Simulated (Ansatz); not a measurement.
Input and command of a plane-wave DFT calculation in Ansatz:

```yaml
crystal:
  lattice:
    - [0.0, 1.94908875, 1.9966275]
    - [1.94908875, 0.0, 1.9966275]
    - [1.94908875, 1.94908875, 0.0]
  atoms:
    - { symbol: Rh, position: [0.0, 0.0, 0.0] }
basis:
  ecutwfc: 420
kpoints:
  mp_grid: { grid: [22, 22, 22] }
hamiltonian:
  xc: pbesol
scf:
  occupations: { method: gaussian, width: 0.15 }
output:
  forces: true
  stress: true
  eigenvalues: true
```

```bash
ansatz run input.yaml --threads 1 --pin off --max-ram 2560MiB --backend cpu --events-out ev --progress --plain --runs-dir out
```

Processor: Intel(R) Xeon(R) Platinum 8488C (Sapphire Rapids), 1 thread, on a host shared with other jobs.

**Question.** Estimate time, memory and problem size.

**Answer.** About 5.4 s on 1 thread of Intel(R) Xeon(R) Platinum 8488C (Sapphire Rapids) (shared host), peak memory 0.49 GiB. It solves 13 bands at 834 k points (the mesh reduced by symmetry) with about 299 plane waves, in 6 SCF iterations.
